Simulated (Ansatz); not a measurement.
Relaxed Al (fcc, Cu type):

```
Al
1.0
    4.03999     0.00000     0.00000
    0.00000     4.03999     0.00000
    0.00000     0.00000     4.03999
Al
4
Direct
  0.00000   0.00000   0.00000
  0.50000   0.50000   0.00000
  0.50000   0.00000   0.50000
  0.00000   0.50000   0.50000
```

In each cell atom 1 (Al, nearest neighbour Al at 2.857 Å; its periodic images, 4.0 Å or more away, move with it) moves by s·(1.000, 0.000, 0.000) (along Cartesian x), the rest being held.

These are PBE (plane waves to 420 eV, PAW, scalar-relativistic; Ansatz, an electronic-structure program) values and carry that method's errors. k mesh 9×9×9 (Γ-centred), Fermi-Dirac smearing 0.05 eV. Energies are smeared free energies. With partly filled bands, energies and forces of such displacements shift with the k mesh and the smearing. F∥ is the force on the atom along that direction. On this mesh the relaxed cell isn't quite at rest: it carries a pressure of 0.2 GPa (compression positive) at the zero of the scan. Al was relaxed with its symmetry unable to fall. The PAW data are Ansatz's earlier set. ΔE is measured from the undisplaced structure.

```json
[
 {"s (Å)": "-0.290", "ΔE (meV/cell)": "?", "F∥ (eV/Å)": "1.338"},
 {"s (Å)": "-0.232", "ΔE (meV/cell)": "119", "F∥ (eV/Å)": "1.049"},
 {"s (Å)": "-0.174", "ΔE (meV/cell)": "?", "F∥ (eV/Å)": "0.774"},
 {"s (Å)": "-0.116", "ΔE (meV/cell)": "?", "F∥ (eV/Å)": "0.510"},
 {"s (Å)": "-0.058", "ΔE (meV/cell)": "7", "F∥ (eV/Å)": "0.253"},
 {"s (Å)": "0.000", "ΔE (meV/cell)": "0", "F∥ (eV/Å)": "0.000"},
 {"s (Å)": "0.058", "ΔE (meV/cell)": "7", "F∥ (eV/Å)": "-0.253"},
 {"s (Å)": "0.116", "ΔE (meV/cell)": "?", "F∥ (eV/Å)": "-0.510"},
 {"s (Å)": "0.174", "ΔE (meV/cell)": "?", "F∥ (eV/Å)": "-0.774"},
 {"s (Å)": "0.232", "ΔE (meV/cell)": "119", "F∥ (eV/Å)": "-1.049"},
 {"s (Å)": "0.290", "ΔE (meV/cell)": "?", "F∥ (eV/Å)": "-1.338"}
]
```

**Question.** Complete the blanks.

**Answer.** 
- -0.290, ΔE (meV/cell): 189
- -0.174, ΔE (meV/cell): 67
- -0.116, ΔE (meV/cell): 29
- 0.116, ΔE (meV/cell): 29
- 0.174, ΔE (meV/cell): 67
- 0.290, ΔE (meV/cell): 189

(For displaced atoms, the force is minus the slope of the energy, and its curvature is a force constant, which sets phonon frequencies.)
